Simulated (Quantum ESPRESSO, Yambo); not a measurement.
## GaN: DFT and GW levels

```cif
data_Ga2N2
_chemical_formula_sum 'N2 Ga2'
_space_group_name_H-M_alt 'P 1'
_space_group_IT_number 1
_cell_length_a 3.18380
_cell_length_b 3.18380
_cell_length_c 5.18670
_cell_angle_alpha 90.000
_cell_angle_beta 90.000
_cell_angle_gamma 120.000
loop_
_space_group_symop_operation_xyz
  'x, y, z'
loop_
_atom_site_label
_atom_site_type_symbol
_atom_site_fract_x
_atom_site_fract_y
_atom_site_fract_z
_atom_site_occupancy
N1 N 0.66667 0.33333 0.87582 1
N2 N 0.33333 0.66667 0.37582 1
Ga1 Ga 0.66667 0.33333 0.49918 1
Ga2 Ga 0.33333 0.66667 0.99918 1
```

Cell and atoms were relaxed with PBEsol from Materials Project entry mp-804, within its symmetry.

Starting point: PBE (stringent potentials; Quantum ESPRESSO, PseudoDojo norm-conserving, 114 Ry, no spin-orbit coupling). G0W0 in Yambo: 6×6×2 Γ-centred k mesh, bands 9 to 215 and a 15 Ry block in the screening, 215 bands in G with the Bruneval-Gonze terminator, plasmon pole fitted at 27.2 eV.

The PBE gap along the band path is 1.96 eV and the PBE gap between the mesh's edge points (Γ → Γ) comes out as 1.96 eV. The G0W0 gap between the same points is 2.93 eV.

```
k point  band  E PBE (eV)  E QP (eV)  shift (eV)     Z
-------  ----  ----------  ---------  ----------  ----
Γ          VB        0.00      -0.62       -0.62  0.79
Γ          CB        1.96       2.31        0.35  0.82
A          VB       -0.53      -1.22       -0.69  0.79
A          CB        4.30       4.84        0.54  0.81
K          VB       -2.72      -3.67       -0.95  0.79
K          CB        5.20       5.44        0.25  0.84
H          VB       -1.47      -2.25       -0.77  0.79
H          CB        6.46       7.03        0.57  0.83
```

Energies count from the PBE valence-band maximum.

Nearest settings tried, and what they do to the gap: 119 bands in G: +22 meV; 119 bands in W, 119 bands in G: +23 meV; 9 Ry block (147 vectors against 325): -55 meV. Not varied: mesh. So the settings aren't converged at that level.

Spin-orbit splittings are left out.
